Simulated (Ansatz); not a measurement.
This run works on a generated trial structure, not on a known crystal.

Input and command of a plane-wave DFT calculation in Ansatz:

```yaml
crystal:
  lattice:
    - [-4.6249543725, 4.6249543725, 2.8851320155]
    - [4.6249543725, -4.6249543725, 2.8851320155]
    - [4.6249543725, 4.6249543725, -2.8851320155]
  atoms:
    - { symbol: Sr, position: [0.7917315835, 0.6043756015, 0.396107185] }
    - { symbol: Sr, position: [0.3956243985, 0.7917315835, 0.187355982] }
    - { symbol: Sr, position: [0.6043756015, 0.2082684165, 0.812644018] }
    - { symbol: Sr, position: [0.2082684165, 0.3956243985, 0.603892815] }
    - { symbol: Sc, position: [0.0, 0.0, 0.0], spin: 0.66 }
basis:
  ecutwfc: 420
kpoints:
  mp_grid: { grid: [8, 8, 8] }
hamiltonian:
  xc: pbe
scf:
  occupations: { method: gaussian, width: 0.1 }
output:
  forces: true
  stress: true
  eigenvalues: true
  populations: true
magnetization:
  spin_polarized: true
relax:
  adjacent_minimum: "off"
  f_tol: 0.01
  max_steps: 30
  cell: { stress_tol: 0.1, fix: [volume] }
```

```bash
ansatz run input.yaml --threads 1 --pin off --max-ram 2560MiB --backend cpu --events-out ev --progress --plain --runs-dir out
```

Processor: Arm Neoverse V1, 1 thread, on a host shared with other jobs.

Q: How long does it run, and how much memory does it take?

A: About 3.3 min, peak memory 1.1 GiB. It solves 31 bands at 78 k points (after reduction by symmetry) with about 4821 plane waves, in 20 SCF iterations over 2 ionic steps.
